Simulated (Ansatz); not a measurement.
BP (zinc blende, F-43m), LDA (plane waves, PAW; program Ansatz). The conduction-band minimum lies on the Γ–X line, 83 % of the way from Γ, with 6 equivalent valleys. Second derivatives d²E/dk² of the lowest band at one valley (eV·Å²), along Cartesian directions:

```json
[
 {"direction": "[100]", "d²E/dk²": "6.006"},
 {"direction": "[010]", "d²E/dk²": "34.01"},
 {"direction": "[001]", "d²E/dk²": "34.01"},
 {"direction": "[110]", "d²E/dk²": "20.01"},
 {"direction": "[101]", "d²E/dk²": "20.01"},
 {"direction": "[011]", "d²E/dk²": "33.92"}
]
```

Q: Find the principal effective masses, the density-of-states mass and the conductivity mass.

A: Off-diagonal terms follow from H_xy = H[110] − (H_xx + H_yy)/2, and m*/mₑ = 7.620 eV·Å² over each eigenvalue: 0.22, 0.22, 1.3. One valley's DOS mass (m₁m₂m₃)^(1/3) = 0.40, conductivity mass 3/(Σ 1/mᵢ) = 0.31 mₑ.

Q: What effective density of states Nc follows at 300 K for parabolic valleys?

A: Nc = 2.509e19 × 6 × (0.40)^(3/2) ≈ 3.8e19 cm⁻³.

Q: With the computed static dielectric constant 9.35 (mean of the diagonal), estimate a hydrogenic donor's binding energy and radius.

A: E = 13.606 eV × 0.31/9.35² ≈ 48 meV; a = 0.529 Å × ε/m* ≈ 16 Å. Semilocal masses tend to be too small where the gap is.

Q: With ε∞ = 9.18 and ω_LO = 828 cm⁻¹, what Fröhlich coupling constant follows?

A: α = (1/ε∞ − 1/ε0) √(m* × 13.606 eV/ħω_LO) = 0.013.

The cell was relaxed with LDA under the symmetry of its start; phonons on a q-mesh show no instability.

Potentials: the later of the program's two PAW sets.
